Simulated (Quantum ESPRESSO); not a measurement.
## MgO: magnetic shieldings

```
MgO
1.0
    0.00000     2.09700     2.09700
    2.09700     0.00000     2.09700
    2.09700     2.09700     0.00000
Mg O
1 1
Cartesian
  0.00000   0.00000   0.00000
  2.09700   2.09700   2.09700
```
The geometry is a computed Materials Project entry, not a measured one. It is MgO in Fm-3m. Stability against distortions was not tested.

Computed: shieldings by PBE GIPAW (a modified build of Quantum ESPRESSO, JTH PAW datasets), 22.5 Ha, k-mesh 6×6×6 shifted, f-sum rule met within 0.003 %.

```csv
site,site symmetry,σ_iso (ppm)
Mg (atom 1),m-3m,522
O (atom 2),m-3m,190
```

Shieldings are absolute and leave out the bulk-susceptibility term; a larger σ means a smaller chemical shift. By our sweeps, such settings leave a few ppm in absolute σ. The datasets of Mg hold no d projectors, which limits absolute σ on these atoms.
